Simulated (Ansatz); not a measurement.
Computed with DFT PBEsol, scalar-relativistic, plane waves, PAW (Ansatz 0.2.0).

Structure of CoPS$_{3}$:

```yaml
crystal:
  lattice:
    - [2.87106, -4.96608, 0.00142]
    - [2.87106, 4.96608, 0.00142]
    - [-1.91676, 0.00000, 6.13517]
  atoms:
    - { symbol: Co, position: [0.33307, 0.66693, 0.50000] }
    - { symbol: Co, position: [0.66693, 0.33307, 0.50000] }
    - { symbol: P, position: [0.06115, 0.06115, 0.68163] }
    - { symbol: P, position: [0.93885, 0.93885, 0.31837] }
    - { symbol: S, position: [0.07323, 0.44162, 0.71831] }
    - { symbol: S, position: [0.55838, 0.92677, 0.28169] }
    - { symbol: S, position: [0.29551, 0.29551, 0.28136] }
    - { symbol: S, position: [0.70449, 0.70449, 0.71864] }
    - { symbol: S, position: [0.44162, 0.07323, 0.71831] }
    - { symbol: S, position: [0.92677, 0.55838, 0.28169] }
```

Cutoff 420 eV; k points 8×8×6 on the computed 10-atom cell (Γ-centred); Gaussian smearing, width 0.10 eV; no spin polarisation.

Levels along Γ–Y–M–A–Γ | L2–Γ–V2, in eV from the Fermi level, sorted by energy at each point. Points in fractions of the primitive reciprocal vectors: Γ (0.000 0.000 0.000), Y (-0.500 0.500 0.000), M (-0.500 0.500 0.500), A (0.000 0.000 0.500), L2 (-0.500 0.000 0.500), V2 (-0.500 0.000 0.000).
```csv
point,"k (1/Å, with 2π)",band 37,band 38,band 39,band 40,band 41,band 42,band 43
Γ,0.000,-1.42,-1.41,-1.25,0.14,0.31,0.63,0.89
-,0.090,-1.46,-1.40,-1.21,0.18,0.31,0.59,0.75
-,0.181,-1.44,-1.37,-1.16,0.10,0.25,0.52,0.76
-,0.271,-1.38,-1.35,-1.13,-0.12,0.22,0.63,0.74
-,0.361,-1.33,-1.33,-1.13,-0.20,0.06,0.73,0.82
-,0.452,-1.30,-1.29,-1.15,-0.17,-0.11,0.81,0.88
-,0.542,-1.26,-1.25,-1.18,-0.21,-0.10,0.88,0.89
Y,0.633,-1.23,-1.23,-1.22,-0.24,-0.06,0.87,0.95
-,0.706,-1.29,-1.22,-1.18,-0.22,-0.08,0.84,0.94
-,0.779,-1.35,-1.21,-1.14,-0.17,-0.14,0.77,0.90
-,0.852,-1.41,-1.20,-1.11,-0.22,-0.11,0.69,0.86
-,0.925,-1.45,-1.19,-1.10,-0.30,-0.04,0.63,0.81
-,0.998,-1.48,-1.17,-1.08,-0.38,0.03,0.59,0.76
-,1.071,-1.50,-1.16,-1.08,-0.43,0.07,0.58,0.73
M,1.145,-1.50,-1.15,-1.07,-0.45,0.08,0.57,0.72
-,1.235,-1.49,-1.20,-1.01,-0.43,0.11,0.57,0.60
-,1.325,-1.46,-1.27,-0.93,-0.38,0.18,0.40,0.64
-,1.416,-1.42,-1.32,-0.85,-0.28,0.30,0.31,0.68
-,1.506,-1.40,-1.38,-0.82,-0.10,0.26,0.41,0.72
-,1.597,-1.43,-1.41,-0.84,0.12,0.27,0.41,0.81
-,1.687,-1.43,-1.42,-0.91,0.14,0.37,0.59,0.84
A,1.777,-1.43,-1.41,-0.96,0.12,0.34,0.81,0.90
-,1.850,-1.43,-1.41,-0.97,0.13,0.33,0.81,0.91
-,1.923,-1.43,-1.41,-0.98,0.17,0.31,0.79,0.91
-,1.997,-1.43,-1.41,-1.01,0.21,0.27,0.77,0.92
-,2.070,-1.42,-1.42,-1.05,0.22,0.25,0.74,0.92
-,2.143,-1.42,-1.42,-1.12,0.18,0.27,0.70,0.90
-,2.216,-1.42,-1.41,-1.21,0.15,0.30,0.65,0.90
Γ,2.289,-1.42,-1.41,-1.25,0.14,0.31,0.63,0.89
L2,2.289,-1.48,-1.16,-1.12,-0.42,0.03,0.83,0.89
-,2.392,-1.47,-1.19,-1.08,-0.41,0.04,0.68,0.89
-,2.494,-1.44,-1.24,-1.03,-0.38,0.11,0.50,0.86
-,2.597,-1.41,-1.30,-1.01,-0.31,0.24,0.39,0.79
-,2.700,-1.39,-1.37,-1.03,-0.17,0.33,0.38,0.72
-,2.802,-1.43,-1.40,-1.10,0.09,0.28,0.39,0.77
-,2.905,-1.45,-1.41,-1.20,0.17,0.32,0.52,0.74
Γ,3.007,-1.42,-1.41,-1.25,0.14,0.31,0.63,0.89
-,3.101,-1.46,-1.41,-1.20,0.17,0.32,0.52,0.74
-,3.195,-1.43,-1.39,-1.12,0.08,0.32,0.34,0.74
-,3.288,-1.39,-1.36,-1.07,-0.14,0.28,0.41,0.64
-,3.381,-1.38,-1.32,-1.05,-0.23,0.13,0.50,0.62
-,3.475,-1.37,-1.27,-1.06,-0.23,-0.02,0.57,0.63
-,3.568,-1.37,-1.22,-1.10,-0.23,-0.07,0.56,0.73
V2,3.662,-1.36,-1.18,-1.14,-0.24,-0.06,0.55,0.82
```

The cell holds layers, and where no dispersion correction was added their binding is poorly described. Spin polarisation was left out, and a magnetic state may lie lower.

A ferromagnetic start lost its moments in a first run, so spin was left out; other magnetic orders weren't tried.

Cost: 1 run of about 6.8 core-minutes, on Arm Neoverse V2 (shared hosts).